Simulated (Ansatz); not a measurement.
Input file for Ansatz (a program for electronic structure):

Ansatz 0.2 input:
```yaml
crystal:
  lattice:
    - [3.5289804864, 0.0, 0.0]
    - [0.0, 3.5289804864, 0.0]
    - [0.0, 0.0, 7.4772028]
  atoms:
    - { symbol: Ga, position: [0.0, 0.5, 0.0822787043] }
    - { symbol: Ga, position: [0.5, 0.0, 0.9177212957] }
    - { symbol: Ca, position: [0.0, 0.5, 0.6487435999] }
    - { symbol: Ca, position: [0.5, 0.0, 0.3512564001] }
    - { symbol: N, position: [0.0, 0.5, 0.3291487286] }
    - { symbol: N, position: [0.5, 0.0, 0.6708512714] }
kpoints:
  mp_grid: { grid: [12, 12, 6] }
basis: { xc_grid: 2, fft_grid_basis: typed }
hamiltonian:
  xc: pbesol
  pseudopotentials: { kind: paw }
scf:
  occupations: { method: gaussian, width: 0.05 }
checkpoint: { read: metal.run }
output: { write_density: true, elf: true, volumetric_format: npy }
```

Output (shortened):

```
Pseudopotentials: kind: paw
Pseudopotential: Ga, paw, valence charge 13
Pseudopotential: Ca, paw, valence charge 10
Pseudopotential: N, paw, valence charge 5
Functional definition: PBEsol
Crystal: 6 atoms, lattice volume = 93.119 Å³
Basis set: ecut = 420 eV, 1805 PW (Γ), exchange–correlation on 48×48×100 points (8 copies of the dense FFT grid, shifted against one another)
Bands: 40, of which v1, the nominal top of the filled ones, is band 28 counted from 1 (27 counted from 0)
Symmetry: 16 space group operations
Space group: P4/nmm (ITA 129), of the structure as read, at distance tolerance 4.5e-5 Å
k-points: 112 of 864
PAW frozen core: Ga, regenerated for the run's functional, and the local potential with it
PAW frozen core: Ca, regenerated for the run's functional, and the local potential with it
PAW frozen core: N, regenerated for the run's functional, and the local potential with it
Initial density: read from a saved state, or passed on in memory by an earlier SCF of this step, an earlier step, the calling program or the single point that …
Stability of the state it starts from, as read at its close in the unpolarized treatment …
Initial wavefunctions: pseudopotential atomic-orbital guess
Eigensolver: davidson
Functional: x = pbesol(κ = 0.804, μ = 0.12345679012345678), c = pbesol(β = 0.046)
iter 1 solved again at ethr=1.46e-6 eV; its pass at ethr=3.10e-3 eV (dr2=8.15e-4 eV) is discarded
SCF iter   1: F=—  HF=-11835.632776 eV  |F-HF|=—  |Δ(HF+E_count)|=         —  Δρ=1.02e-6  dr2=5.09e-10  ethr=1.46e-6  ⟨swp⟩=2.8  Hψ=31601  notcnv=0
all-band conjugate gradients solve this SCF's bands
preconditioner: auto → Kerker (q_TF=auto, 2.507 Å⁻¹)
SCF iter   2: F=—  HF=-11835.632777 eV  |F-HF|=—  |Δ(HF+E_count)|=   1.22e-6  Δρ=5.10e-7  dr2=1.43e-10  ethr=1.00e-12  ⟨swp⟩=6.8  Hψ=18690  notcnv=0
SCF iter   3: F=-11835.632777 eV  HF=-11835.632777 eV  |F-HF|=3.64e-11  |Δ(HF+E_count)|=  9.09e-12  Δρ=3.54e-7  dr2=7.81e-11  ethr=1.00e-12  ⟨swp⟩=1.0  Hψ=9412  notcnv=0
SCF 1 converged in 3 iterations: F = -11835.632777 eV  dr2 = 7.81e-11
SCF converged after 3 iterations
Free energy (F): -11835.632777 eV
Harris-Foulkes:  -11835.632777 eV  (|F-HF|=3.64e-11)
Internal energy: -11835.631511 eV  (E = F + TS)
E sigma→0 (E₀):  -11835.632144 eV
Entropy (-TS):   -0.001266 eV (-0.211 meV/atom)
Fermi energy:    9.463388 eV
--- Per-component energies (eV) ---
  E_band       = -261.950763
  E_kinetic    = 1049.432261
  E_local      = -5404.078655  (includes V_loc(G=0)·N_el)
  E_nonlocal   = 1070.166077
  E_hartree    = 2309.345093
  E_xc         = -530.800443
  E_vxc        = -612.821912  (∫ρ·V_xc dr)
  E_paw        = -5813.158067  (= ΣΔE_a)
  E_vpaw       = -983.338363  (= ΣTr[D̂ρ^β])
  E_aug_tail   = -0.000126  (compensation charges beyond the density's cutoff)
  E_ewald      = -4518.557392
  E_core_change = 2.019742  (= ΣΔE_core)
  E_smearing   = -0.001266  (= −TS)
  E_closure    = 0.000000  (closes the sum)
  Σ components = -11835.632777   (vs F -11835.632777, Δ=0.00e0)
  [band-id]    e_kinetic+e_local+e_nonlocal+2·e_hartree+e_vxc+e_vpaw+e_augmentation_tail = -261.950533   (vs E_band -261.950763, Δ=2.30e-4)
--- Band table (eV; the first three rows and the last of 112) ---
  k-point 0: bands = ["-29.6634", "-29.5850", "-11.0943", "-10.8250", "-10.7380", "-10.7380", "-10.5853", "-10.5853", "-5.6968", "-5.6900", "-5.3418", "-5.3196", "-5.1219", "-5.1219", "-5.0883", "-5.0225", "-5.0225", "-5.0045", "-3.6365", "-3.2328", "0.9378", "5.1198", "6.7568", "8.3552", "8.3552", "8.6670", "8.6670", "11.4511", "11.6202", "11.6202", "12.1205", "13.0636", "13.1074", "14.1354", "15.2290", "15.2290", "15.2375", "15.6896", "16.0067", "16.0067"]
  k-point 1: bands = ["-29.6634", "-29.5850", "-11.0930", "-10.8275", "-10.7381", "-10.7381", "-10.5852", "-10.5852", "-5.7098", "-5.6682", "-5.3418", "-5.3196", "-5.1220", "-5.1220", "-5.0883", "-5.0225", "-5.0225", "-5.0045", "-3.6142", "-3.2612", "0.9013", "5.1086", "6.9401", "8.3540", "8.3540", "8.6500", "8.6500", "11.4694", "11.7304", "11.7304", "11.7494", "13.0027", "13.0531", "14.3638", "14.7823", "14.7823", "15.2385", "15.7927", "16.0929", "16.1457"]
  k-point 2: bands = ["-29.6634", "-29.5851", "-11.0903", "-10.8325", "-10.7382", "-10.7382", "-10.5851", "-10.5851", "-5.7164", "-5.6440", "-5.3418", "-5.3196", "-5.1221", "-5.1221", "-5.0883", "-5.0223", "-5.0223", "-5.0045", "-3.5528", "-3.3351", "0.8306", "5.0898", "7.3603", "8.3515", "8.3515", "8.6180", "8.6180", "11.0040", "11.5091", "11.9938", "11.9938", "12.8845", "13.1236", "14.1679", "14.1679", "14.6316", "15.2407", "15.8787", "16.0894", "16.3835"]
  k-point 111: bands = ["-29.5807", "-29.5807", "-11.0109", "-11.0109", "-10.8942", "-10.8942", "-10.7699", "-10.7699", "-5.6341", "-5.6341", "-5.2333", "-5.2333", "-5.1612", "-5.1612", "-5.1156", "-5.1156", "-5.0337", "-5.0337", "-3.0090", "-3.0090", "4.9959", "4.9959", "5.9495", "5.9495", "7.3092", "7.3092", "8.5816", "8.5816", "9.3079", "9.3079", "11.2050", "11.2050", "14.4615", "14.4615", "16.3084", "16.3084", "16.4359", "16.4359", "16.6922", "16.6922"]
  band table: 40 of 40 bands, residual norms ≤ 1.0e-3 eV
```

Cost: about 10 core-seconds (a rough figure) on shared cores.

The workflow started from an entry of the Crystallography Open Database (COD). Whether it is the stable phase at ambient conditions was not checked. The PBEsol relaxation kept the symmetry of its start; its stability against distortions is not shown here. Scalar-relativistic: spin–orbit coupling is off unless named, which matters more the heavier the elements.

Potentials: the later of the program's two PAW sets.

Ansatz is a plane-wave DFT program.
